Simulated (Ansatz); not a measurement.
In the program Ansatz at the PBEsol level (PAW), MoPd in the CsCl type structure (Pm-3m) relaxes to a = 3.120 Å. Its formation energy from the elements is 0.46 eV/atom, with no fitted shifts.

Electronic character: metallic (no gap). Gap from PBEsol with spin–orbit coupling: none (metallic).

An equation-of-state fit gives a bulk modulus of 238 GPa. The relaxed-ion elastic constants in GPa are C11 = 74.7, C12 = 320, C44 = 110. The highest mode at Γ lies at 68 cm^-1.

The start of the workflow was typed in or built on a structure type; neither database checked (COD, Materials Project) lists it. Whether it is the stable phase at ambient conditions was not checked. The cell was relaxed with PBEsol under the symmetry of its start. At this level the phase is mechanically unstable. The run is not spin-polarised. Its formation energy is positive at this level, so the cell may be metastable or incomplete. As this level gives no gap, shear constants depend on the k-mesh and smearing (Fermi–Dirac, 0.1 eV here). As this level gives no gap, phonon frequencies hold no LO–TO term and depend on the k-mesh and smearing (Fermi–Dirac, 0.1 eV here). The references are the lowest solids computed at this level, not always the standard phases. Scalar-relativistic: spin–orbit coupling is off unless named, which matters more the heavier the elements.

Potentials: the later of the program's two PAW sets.
